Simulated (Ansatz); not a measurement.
The following input was run with Ansatz 0.2.0.

```yaml
crystal:
  lattice:
    - [1.8914380026, 1.09202224, 3.3713915093]
    - [-1.8914380026, 1.09202224, 3.3713915093]
    - [0.0, -2.18404448, 3.3713915093]
  atoms:
    - { symbol: As, position: [0.7697136435, 0.7697136435, 0.7697136435] }
    - { symbol: As, position: [0.2302863565, 0.2302863565, 0.2302863565] }
basis:
  ecutwfc: 420
kpoints:
  mp_grid: { grid: [15, 15, 15] }
  band_path:
    path:
      - [[0.0, 0.0, 0.0], [0.5, 0.5, 0.5], [0.76338887, 0.23661113, 0.5]]
      - [[0.5, -0.23661113, 0.23661113], [0.5, 0.0, 0.0], [0.0, 0.0, 0.0], [0.36830556, -0.36830556, 0.0]]
      - [[0.63169444, 0.0, 0.36830556], [0.5, 0.0, 0.5], [0.0, 0.0, 0.0]]
    npoints: 14
hamiltonian:
  xc: pbe
  dispersion: d3bj
scf:
  occupations: { method: gaussian, width: 0.1 }
  n_extra_bands: 6
output:
  forces: true
  stress: true
  eigenvalues: true
  populations: true
  dos: { projected: true, de: 0.02, nscf_kmesh: { grid: [23, 23, 23] } }
  bader: true
  write_density: true
  write_potential: true
  elf: true
  volumetric_format: npy
```

Run as
```bash
ansatz run input.yaml --threads 1 --pin off --max-ram 2560MiB --backend cpu --events-out ev --progress --plain --runs-dir out
```

All numbers below come from DFT PBE+D3(BJ), scalar-relativistic, plane waves, PAW (Ansatz 0.2.0).

Abridged output:

```
scf.n_extra_bands = 6 over 15 filled bands (N_el = 30.0): the run solves 21 bands
Pseudopotentials: kind: paw
Pseudopotential: As, paw, valence charge 15, recommended cutoff 420 eV (normal)
Functional definition: PBE
Crystal: 2 atoms, lattice volume = 41.782 Å³
Basis set: ecut = 420 eV, 821 PW (Γ), exchange–correlation on 54×54×54 points (8 copies of the dense FFT grid, shifted against one another)
Bands: 21, of which v1, the nominal top of the filled ones, is band 15 counted from 1 (14 counted from 0)
Symmetry: 12 space group operations
Space group: R-3m (ITA 166), of the structure as read, at distance tolerance 3.5e-5 Å
k-points: 344 of 3375
Initial density: superposition of atomic densities (neutral atoms: chi_scale 0, normalization atom), corrected by the library's trained network
Initial wavefunctions: pseudopotential atomic-orbital guess
Functional: x = pbe(κ = 0.804, μ = 0.21951497), c = pbe(β = 0.06672455)
SCF iter   1: F=—  HF=-9713.106286 eV  |F-HF|=—  |Δ(HF+E_count)|=         —  Δρ=1.69e-3  dr2=1.14e-3  ethr=1.77e-3  ⟨swp⟩=5.3  Hψ=34163  notcnv=0  defer=1
SCF iter   2: F=—  HF=-9713.106051 eV  |F-HF|=—  |Δ(HF+E_count)|=   2.35e-4  Δρ=1.01e-3  dr2=3.86e-4  ethr=3.79e-6  ⟨swp⟩=2.2  Hψ=15179  notcnv=0  defer=7
SCF iter   3: F=—  HF=-9713.106143 eV  |F-HF|=—  |Δ(HF+E_count)|=   9.22e-5  Δρ=2.75e-4  dr2=3.99e-5  ethr=1.29e-6  ⟨swp⟩=2.0  Hψ=11826  notcnv=0  defer=7
SCF iter   4: F=—  HF=-9713.106109 eV  |F-HF|=—  |Δ(HF+E_count)|=   3.35e-5  Δρ=1.28e-4  dr2=7.92e-6  ethr=1.33e-7  ⟨swp⟩=2.0  Hψ=11826  notcnv=0  defer=7
SCF iter   5: F=—  HF=-9713.106108 eV  |F-HF|=—  |Δ(HF+E_count)|=   1.48e-6  Δρ=4.25e-5  dr2=8.82e-7  ethr=2.64e-8  ⟨swp⟩=2.0  Hψ=11826  notcnv=0  defer=7
SCF iter   6: F=—  HF=-9713.106107 eV  |F-HF|=—  |Δ(HF+E_count)|=   9.21e-7  Δρ=1.69e-5  dr2=1.61e-7  ethr=2.94e-9  ⟨swp⟩=2.0  Hψ=11826  notcnv=0  defer=7
SCF iter   7: F=-9713.106107 eV  HF=-9713.106107 eV  |F-HF|=4.50e-9  |Δ(HF+E_count)|=   3.98e-8  Δρ=4.39e-6  dr2=1.16e-8  ethr=3.33e-10  ⟨swp⟩=10.3  Hψ=44399  notcnv=0
SCF 1 converged in 7 iterations: F = -9713.106107 eV  dr2 = 1.16e-8
SCF converged after 7 iterations
Free energy (F): -9713.106107 eV
Harris-Foulkes:  -9713.106107 eV  (|F-HF|=4.50e-9)
Internal energy: -9713.105512 eV  (E = F + TS)
E sigma→0 (E₀):  -9713.105810 eV
Entropy (-TS):   -0.000595 eV (-0.298 meV/atom)
Fermi energy:    11.225174 eV
--- Per-component energies (eV) ---
  E_band       = -453.821144
  E_kinetic    = 205.492601
  E_local      = -3253.866502  (includes V_loc(G=0)·N_el)
  E_nonlocal   = -1341.365426
  E_hartree    = 1814.450192
  E_xc         = -158.818718
  E_vxc        = -158.926131  (∫ρ·V_xc dr)
  E_paw        = -3669.203554  (= ΣΔE_a)
  E_vpaw       = 465.941156  (= ΣTr[D̂ρ^β])
  E_aug_tail   = 0.000016  (compensation charges beyond the density's cutoff)
  E_ewald      = -3308.927631
  E_disp       = -0.866490  (pairwise vdW)
  E_smearing   = -0.000595  (= −TS)
--- Forces (eV/Å), atoms counted from 1 ---
  atom   1  As     0.00000000     0.00000000    -0.00294773
  atom   2  As     0.00000000     0.00000000     0.00294773
--- Stress (GPa, compression-positive) ---
        0.007522       0.000000       0.000000
        0.000000       0.007522       0.000000
        0.000000       0.000000       0.005120
  P = ⅓ Tr σ = 0.0067 GPa (0.067 kbar)
--- Band table (eV; the first three rows and the last of 344) ---
  k-point 0: bands = ["-25.1161", "-25.1161", "-25.0721", "-25.0721", "-25.0443", "-25.0063", "-25.0063", "-24.9945", "-24.9608", "-24.9608", "-3.9304", "5.6075", "8.8062", "9.1280", "9.1280", "13.3253", "14.3311", "14.3311", "17.7403", "17.7403", "18.1210"]
  k-point 1: bands = ["-25.1154", "-25.1148", "-25.0716", "-25.0712", "-25.0439", "-25.0069", "-25.0066", "-24.9953", "-24.9620", "-24.9617", "-3.8701", "5.3491", "8.8331", "9.0977", "9.1740", "13.3820", "14.1862", "14.2317", "17.3913", "17.6815", "17.8326"]
  k-point 2: bands = ["-25.1133", "-25.1109", "-25.0701", "-25.0685", "-25.0426", "-25.0088", "-25.0073", "-24.9976", "-24.9654", "-24.9641", "-3.6899", "4.6844", "8.8038", "9.0172", "9.3698", "13.3648", "13.8480", "13.9299", "16.9267", "17.6045", "17.7842"]
  k-point 343: bands = ["-25.0971", "-25.0966", "-25.0643", "-25.0639", "-25.0363", "-25.0109", "-25.0105", "-25.0018", "-24.9828", "-24.9825", "-2.2084", "0.8612", "8.6137", "9.2976", "10.9058", "11.5958", "11.8357", "13.4296", "19.4495", "21.6355", "21.8600"]
--- Löwdin populations: 2 sites ---
  site symbol q [e]
     0     As     14.9622
     1     As     14.9622
  spilling = 0.002521 (of n_electrons = 30.000000)
--- Bader charges: 2 sites ---
  site symbol charge [e]  shift [e]
     0     As      0.0000     0.0000
     1     As      0.0000     0.0000
  estimated error of the sums over rays = 2.2e-4 e
```

Self-consistency was reached.

The run took 67 s on 1 thread of Arm Neoverse V1, on a shared host, peak memory 0.78 GiB.